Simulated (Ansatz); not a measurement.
Equation of state of GaIr

```cif
data_structure
_symmetry_space_group_name_H-M 'Pm-3m'
_symmetry_Int_Tables_number 221
_cell_length_a 3.0040
_cell_length_b 3.0040
_cell_length_c 3.0040
_cell_angle_alpha 90.000
_cell_angle_beta 90.000
_cell_angle_gamma 90.000
_cell_volume 27.11
loop_
_atom_site_label
_atom_site_type_symbol
_atom_site_symmetry_multiplicity
_atom_site_Wyckoff_symbol
_atom_site_fract_x
_atom_site_fract_y
_atom_site_fract_z
_atom_site_occupancy
Ga1 Ga 1 a 0.00000 0.00000 0.00000 1
Ir1 Ir 1 b 0.50000 0.50000 0.50000 1
```

The runs use the primitive cell with vectors (3.004, 0.000, 0.000), (0.000, 3.004, 0.000), (0.000, 0.000, 3.004) Å, to which the k mesh refers.

The cell is COD entry 1523837, as deposited and not checked against the literature; nothing was relaxed.

No spin–orbit coupling, which matters for the heavy atoms here.

Methods: DFT, PBEsol, all-electron LAPW, scalar-relativistic (Ansatz 0.2.0); DFT, PBEsol, PAW with Ansatz's default frozen-core files, scalar-relativistic (Ansatz 0.2.0).

For LAPW: a Γ-centred 12×12×12 k mesh, Fermi–Dirac smearing of 0.05 eV, basis error target 0.25 meV/atom, no spin polarisation. PAW takes a cutoff of 420 eV at this cell (files made with PBE, cores remade for this functional). The Ansatz runs share mesh, smearing and spin set-up. Plane-wave (PAW) pressures include the program's estimate of the Pulay term.

The cell above is scaled evenly, with fractional coordinates and shape held.

```json
{"V/V(cell)": "0.9400", "V (Å³/atom)": "12.741", "P, LAPW (GPa)": "?", "P, PAW (GPa)": "?", "free energy over the lowest listed, PAW (meV/atom)": "?"}
{"V/V(cell)": "0.9600", "V (Å³/atom)": "13.012", "P, LAPW (GPa)": "15.87", "P, PAW (GPa)": "15.82", "free energy over the lowest listed, PAW (meV/atom)": "35.2"}
{"V/V(cell)": "0.9800", "V (Å³/atom)": "13.283", "P, LAPW (GPa)": "9.61", "P, PAW (GPa)": "9.56", "free energy over the lowest listed, PAW (meV/atom)": "13.8"}
{"V/V(cell)": "0.9900", "V (Å³/atom)": "13.419", "P, LAPW (GPa)": "6.75", "P, PAW (GPa)": "6.70", "free energy over the lowest listed, PAW (meV/atom)": "7.0"}
{"V/V(cell)": "1.0000", "V (Å³/atom)": "13.554", "P, LAPW (GPa)": "4.04", "P, PAW (GPa)": "3.99", "free energy over the lowest listed, PAW (meV/atom)": "2.5"}
{"V/V(cell)": "1.0100", "V (Å³/atom)": "13.690", "P, LAPW (GPa)": "1.49", "P, PAW (GPa)": "1.44", "free energy over the lowest listed, PAW (meV/atom)": "0.2"}
{"V/V(cell)": "1.0200", "V (Å³/atom)": "13.825", "P, LAPW (GPa)": "-0.92", "P, PAW (GPa)": "-0.97", "free energy over the lowest listed, PAW (meV/atom)": "0.0"}
{"V/V(cell)": "1.0400", "V (Å³/atom)": "14.096", "P, LAPW (GPa)": "-5.33", "P, PAW (GPa)": "-5.38", "free energy over the lowest listed, PAW (meV/atom)": "5.4"}
{"V/V(cell)": "1.0600", "V (Å³/atom)": "14.367", "P, LAPW (GPa)": "-9.25", "P, PAW (GPa)": "-9.30", "free energy over the lowest listed, PAW (meV/atom)": "17.9"}
```

Q: Fill in the row V/V(cell) = 0.9400.

A: P, LAPW (GPa) = 22.90, P, PAW (GPa) = 22.85, free energy over the lowest listed, PAW (meV/atom) = 67.8.

Q: What do Birch–Murnaghan fits to the pressures give?

A: LAPW: V0 = 13.77 Å³/atom, B0 = 243 GPa, B0′ = 4.9; PAW: V0 = 13.77 Å³/atom, B0 = 243 GPa, B0′ = 4.9.

PAW's V0 lies -0.02 % from the all-electron value and its B0 0.1 %. Symmetry fixes shape and coordinates here, so this is the relaxed modulus.
